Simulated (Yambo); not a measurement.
Yambo run on CoP2 (space group P2_1/c, No. 14). The wavefunctions are LDA (Quantum ESPRESSO, PseudoDojo norm-conserving, 96 Ry, without SOC) ones on a 2×2×2 mesh (54 occupied bands); a = 5.514 Å, b = 5.520 Å, c = 5.583 Å, α = 90.00°, β = 114.33°, γ = 90.00°.

Yambo input:

```
rim_cut
HF_and_locXC
RandQpts= 1000000
RandGvec= 1 Ry
EXXRLvcs= 96 Ry
VXCRLvcs= 384 Ry
% QPkrange
 1 | 1 | 54 | 55 |
 2 | 2 | 54 | 55 |
 4 | 4 | 54 | 55 |
 5 | 5 | 54 | 55 |
 6 | 6 | 54 | 55 |
 7 | 7 | 54 | 55 |
 8 | 8 | 54 | 55 |
%
```

k points by index: 1 = Γ, 2 = (0, 0, -0.5), 4 = (0, -0.5, -0.5), 5 = (-0.5, 0, 0), 6 = (-0.5, 0, -0.5), 7 = (-0.5, -0.5, 0), 8 = (-0.5, -0.5, -0.5).

Resulting energies as the program prints them:

```
#    K-point    Band    Eo [eV]    Ehf [eV]    Vxc [eV]    Vnlxc [eV]
#
    1    54    -0.813543    -4.942099    -26.86517    -30.99373
    1    55    0.657894    3.325981    -19.85379    -17.18570
    2    54    -0.489699    -3.787111    -21.96365    -25.26107
    2    55    0.840894    3.267589    -21.81879    -19.39210
    4    54    -0.315114    -3.084551    -20.37883    -23.14827
    4    55    0.610973    2.497596    -24.22238    -22.33575
    5    54    0.000000    -2.350850    -18.33968    -20.69053
    5    55    0.477634    1.900270    -25.42495    -24.00231
    6    54    -0.581745    -3.216081    -18.26517    -20.89951
    6    55    1.654107    5.605500    -19.79524    -15.84385
    7    54    -0.459151    -2.883325    -17.79553    -20.21970
    7    55    0.763007    3.230123    -23.83631    -21.36919
    8    54    -0.213067    -1.894398    -14.83822    -16.51955
    8    55    0.667095    3.767104    -24.90786    -21.80786
```
Exchange alone, without screening.

Geometry of the Materials Project entry, not relaxed at this level.

The structure is a Materials Project entry; no match was found in the copy of COD used, and its stability was not checked.

The runs are not spin-polarised; magnetic order was not tried.
